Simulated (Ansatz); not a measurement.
## Run times of several calculations on SiO2

Cell: 12 atoms, space group P4_12_12, a = 4.986 Å, b = 4.986 Å, c = 6.977 Å, α = 90.00°, β = 90.00°, γ = 90.00°.

All runs are DFT with Ansatz 0.2.0 on 1 thread of Intel Xeon 6975P-C (Granite Rapids) (x86_64; 8 cores open to the job, memory cap 3.0 GiB, no GPU), a shared host.

**Question.** Rank the runs by wall time, shortest first.
A. single point at relaxed positions, r2SCAN, gradients read without the response of the cores, 500 eV, 5×5×4 k-points, smearing 0.02 eV
B. relaxation of the ions, PBE, gradients read without the response of the cores, 420 eV, 5×5×4 k-points, smearing 0.02 eV
C. single point, PBE, gradients read without the response of the cores, 420 eV, 5×5×4 k-points, smearing 0.02 eV

**Answer.** C (8.6 s, 0.43 GiB), A (17 s, 0.75 GiB), B (27 s, 0.47 GiB).
